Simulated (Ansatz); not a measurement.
# Structure optimisation: indium, dhcp

Method: Ansatz, DFT, r2SCAN, plane waves (500 eV) with PAW, scalar-relativistic. The PAW files were generated under PBE, with cores re-solved for the functional.

k-point mesh 11×11×3, Fermi-Dirac smearing 0.1 eV, no spin polarisation. Cell and atoms relax.

Starting structure:

```yaml
crystal:
  lattice:
    - [3.33139, 0.00000, 0.00000]
    - [-1.66570, 2.88507, 0.00000]
    - [0.00000, 0.00000, 10.88033]
  atoms:
    - { symbol: In, position: [0.00000, 0.00000, 0.00000] }
    - { symbol: In, position: [0.00000, 0.00000, 0.50000] }
    - { symbol: In, position: [0.33333, 0.66667, 0.25000] }
    - { symbol: In, position: [0.66667, 0.33333, 0.75000] }
```

The pressure at the start is 0.2 GPa. By how much does the volume change?

From 26.14 to 26.29 Å³ per atom, 0.6 %. The final cell has a = 3.347 Å, c = 10.841 Å (c/a = 3.239).

How much energy does the relaxation gain?

0.2 meV per atom.
